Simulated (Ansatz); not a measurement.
Rb$_{2}$NaInCl$_{6}$:
```
CELL_PARAMETERS angstrom
      0.00000     5.22025     5.22025
      5.22025     0.00000     5.22025
      5.22025     5.22025     0.00000
ATOMIC_POSITIONS crystal
  Rb 0.25000 0.25000 0.25000
  Rb 0.75000 0.75000 0.75000
  Na 0.50000 0.50000 0.50000
  In 0.00000 0.00000 0.00000
  Cl 0.24093 0.75907 0.75907
  Cl 0.75907 0.24093 0.24093
  Cl 0.75907 0.24093 0.75907
  Cl 0.24093 0.75907 0.24093
  Cl 0.75907 0.75907 0.24093
  Cl 0.24093 0.24093 0.75907
```

Relaxed with r²SCAN. Special points in fractions of this cell's reciprocal vectors: Γ (0.000, 0.000, 0.000); X (0.500, 0.000, 0.500); U (0.625, 0.250, 0.625); K (0.375, 0.375, 0.750); L (0.500, 0.500, 0.500); W (0.500, 0.250, 0.750).

Task: List the band energies nearest the valence-band maximum at these points for r²SCAN with spin–orbit coupling (plane waves, PAW; program Ansatz).

Result: In eV from the valence-band maximum; about four levels below and three above (degenerate sets whole), none deeper than 8.9 eV; points with the same levels are listed once.

```json
[
 {"k": "Γ", "below": "0.00 0.00 0.00 0.00", "above": "3.78 3.78 6.19 6.19"},
 {"k": "X", "below": "-0.54 -0.54 -0.04 -0.04", "above": "4.92 4.92 7.90 7.90"},
 {"k": "U", "below": "-0.47 -0.47 -0.14 -0.14", "above": "4.93 4.93 7.99 7.99"},
 {"k": "L", "below": "-0.25 -0.25 -0.20 -0.20", "above": "4.72 4.72 7.14 7.14"},
 {"k": "W", "below": "-0.29 -0.29 -0.27 -0.27", "above": "4.96 4.96 8.15 8.15"}
]
```

Space group Fm-3m. The first step of the workflow began from a Materials Project structure, measured or hypothetical; the Crystallography Open Database copy checked does not list it. Whether it is the stable phase at ambient conditions was not checked. The r²SCAN relaxation kept the symmetry of its start; whether a distortion lowers the energy is not shown.

Potentials: the later of the program's two PAW sets.
